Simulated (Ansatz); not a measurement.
Polymorphs of As, each relaxed with DFT-r²SCAN in the program Ansatz with PAW potentials:

A: I4_132
a = b = c = 6.899 Å, α = β = γ = 90.00°

| atom | site | symmetry | x | y | z |
|---|---|---|---|---|---|
| As | 8a | .32 | 0.1250 | 0.1250 | 0.1250 |

B: bcc (W type) (Im-3m)
a = b = c = 3.353 Å, α = β = γ = 90.00°

```tsv
atom	site	symmetry	x	y	z
As	2a	m-3m	0.0000	0.0000	0.0000
```

C: diamond (Fd-3m)
a = 6.0545 Å, b = 6.0545 Å, c = 6.0545 Å, α = 90.00°, β = 90.00°, γ = 90.00°

```json
[
 {"atom": "As", "site": "8b", "symmetry": "-43m", "x": "0.5000", "y": "0.5000", "z": "0.5000"}
]
```

### Question
Rank these by energy per atom at 0 K (lowest first), as r²SCAN gives it.

### Answer
C (+0 meV/atom), B (+209 meV/atom), A (+326 meV/atom)

Constructed cells (a structure type filled with these elements, in neither database checked): B. Typed or built starts, not in the databases checked: A; C. Not the usual ambient phase: A; B; C. Unstable at this level: A; C. All cells were relaxed under the symmetry of their starts (and spin orders); stability against distortions was not tested throughout. Scalar-relativistic: spin–orbit coupling is off unless named, which matters more the heavier the elements.

Energies hold the estimated change up to a 700 eV cutoff; steps of a few meV lie near the error of the meshes.

Potentials: the earlier of the program's two PAW sets. The files were generated under PBE; for other functionals the program regenerates the frozen cores, and for LDA and PBEsol the local potential too.
